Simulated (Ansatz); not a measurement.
ScGa$_{2}$:
```
CELL_PARAMETERS angstrom
     -2.04305     3.29965     3.93482
      2.04305    -3.29965     3.93482
      2.04305     3.29965    -3.93482
ATOMIC_POSITIONS crystal
  Ga 0.70517 0.15878 0.54639
  Ga 0.11239 0.15878 0.95361
  Ga 0.29483 0.84122 0.45361
  Ga 0.88761 0.84122 0.04639
  Sc 0.30983 0.55983 0.75000
  Sc 0.69017 0.44017 0.25000
```

Relaxed with r²SCAN. Special points in fractions of this cell's reciprocal vectors: Γ (0.000, 0.000, 0.000); X (0.500, 0.500, -0.500); F2 (0.317, 0.683, -0.317); Σ0 (-0.317, 0.317, 0.317); Y0 (0.426, -0.426, 0.426); U0 (0.574, 0.426, -0.426); R (0.000, 0.500, 0.000); W (0.250, 0.250, 0.250); S (0.500, 0.000, 0.000); T (0.000, 0.000, 0.500).

Question: List the band energies nearest the Fermi level at these points for DFT-r²SCAN in the program Ansatz with PAW potentials.

Answer: In eV from the Fermi level; about four levels below and three above (degenerate sets whole), none deeper than 8.9 eV; points with the same levels are listed once.

| k | below | above |
|---|---|---|
| Γ | -1.80 -1.68 -1.58 -1.15 | 0.17 1.52 1.54 |
| X | -5.09 -1.87 -0.83 -0.28 | 0.31 0.48 1.02 |
| F2 | -3.77 -3.41 -1.97 -1.04 | 0.14 1.03 1.24 |
| Y0 | -4.73 -1.89 -0.78 -0.42 | 0.18 0.34 0.68 |
| R | -3.14 -2.06 -2.03 -1.50 | 0.33 1.66 2.07 |
| W | -1.39 -1.39 -0.75 -0.75 | 1.55 1.55 2.56 2.56 |
| S | -1.91 -1.18 -0.57 -0.21 | 0.74 0.78 1.95 |
| T | -1.22 -1.22 -0.32 -0.32 | 2.46 2.46 2.63 2.63 |

Space group Imma. The workflow started from an entry of the Crystallography Open Database (COD). Whether it is the stable phase at ambient conditions was not checked. The r²SCAN relaxation kept the symmetry of its start; its stability against distortions is not shown here. The run is not spin-polarised. Spin–orbit coupling is left out wherever it is not named.

Potentials: the later of the program's two PAW sets.
